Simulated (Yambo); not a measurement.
LiBH$_{4}$ (space group Ama2, No. 40), G0W0@LDA in Yambo (2×4×4 mesh, plasmon pole; 8 Ry block, no terminator). The number N of bands in W and G is varied.

```tsv
N	x = 1/N	gap (0, 0, 0.25) → (0, -0.5, -0.5) (eV)	shift of the valence edge (eV)
60	0.01667	7.687	-1.353
93	0.01075	7.746	-1.543
135	0.00741	7.803	-1.676
177	0.00565	?	?
```

Task: Basis-set arguments suggest E = E∞ + A x. Fix A and E∞ from the two rows above the withheld one, predict the row at 177 bands, and test the form.

Result: Gap: A = (7.803 − (7.746))/(0.00741 − 0.01075) = -17.1, E∞ = 7.929 eV, so 7.833 eV is predicted; the run gave 7.839 eV (miss 6 meV). The first two rows have slope -9.97, so the form doesn't hold yet over the whole range. Shift: A = (-1.676 − (-1.543))/(0.00741 − 0.01075) = 39.8, E∞ = -1.971 eV, so -1.746 eV is predicted; the run gave -1.753 eV (miss 7 meV). The first two rows have slope 32.1, so the form doesn't hold yet over the whole range. The other settings are held fixed.

Geometry of the Materials Project entry, not relaxed at this level; primitive cell a = 6.395 Å, b = 3.964 Å, c = 3.964 Å, α = 90.54°, β = 90.00°, γ = 90.00°.

The structure is a Materials Project entry; no match was found in the copy of COD used, and its stability was not checked.

A shift is the quasiparticle energy of the state minus its LDA energy.
